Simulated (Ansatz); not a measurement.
Recipe of this trial structure of TmF: random cell by space group and Wyckoff sites (P4/mmm, No. 123). Its size is a rough estimate.

```yaml
crystal:
  lattice:
    - [3.15186, 0.00000, 0.00000]
    - [0.00000, 3.15186, 0.00000]
    - [0.00000, 0.00000, 4.41811]
  atoms:
    - { symbol: Tm, position: [0.50000, 0.50000, 0.50000] }
    - { symbol: F, position: [0.50000, 0.50000, 0.00000] }
```

Level of theory: Ansatz, DFT PBE, scalar-relativistic, plane waves, PAW, and for the lanthanide a 4f-in-core norm-conserving potential. Cutoff 690 eV, Gaussian smearing, Γ-centred meshes. Cell and atoms relax first on a coarse mesh and then on a finer one. In between, the cell is made exact in the group found at 0.06 Å. In metals the finer mesh still leaves noise of several meV/atom or more. The steps can't lower the symmetry of their start. No spin polarisation.

A guess keeps its type if space group and coordination stay and the shape of the cell changes little (axis ratios within about 15 %, angles within 6°); the volume may change.

**Question.** Will the relaxed cell still be of the starting type?

**Answer.** It keeps its type. The symmetry stays P4/mmm (No. 123). The volume per atom grows by 13.9 %, from 21.9 to 25.0 Å³. The shortest distance goes from 2.21 Å (Tm–F) to 2.12 Å (Tm–F). The ratio c/a of the conventional cell changes by a factor of 0.88. Counting neighbours within 15 % of an atom's shortest distance, the start has F 2, Tm 2 and the end F 2, Tm 2.

The zero of energy is the elements' standard structures at the same level (F₂ as a molecule); no fitted shifts are applied.

**Question.** At what energy does it end?

**Answer.** −2.32 eV/atom. A negative formation energy is needed for stability but isn't enough: competing phases decide.

The last run used a 16×16×14 mesh (in the run's order of axes) for its 2-atom cell and Gaussian smearing of 0.10 eV. A structure relaxed within its symmetry needn't be a true minimum.

The lanthanide is trivalent by construction, without f bands, f moments or other valences. The reference runs of the other elements, and any phases without the lanthanide, used 420 eV, which shifts energies against them by under 10 meV/atom. The lanthanide's reference is the lowest of its hcp, dhcp and fcc cells.
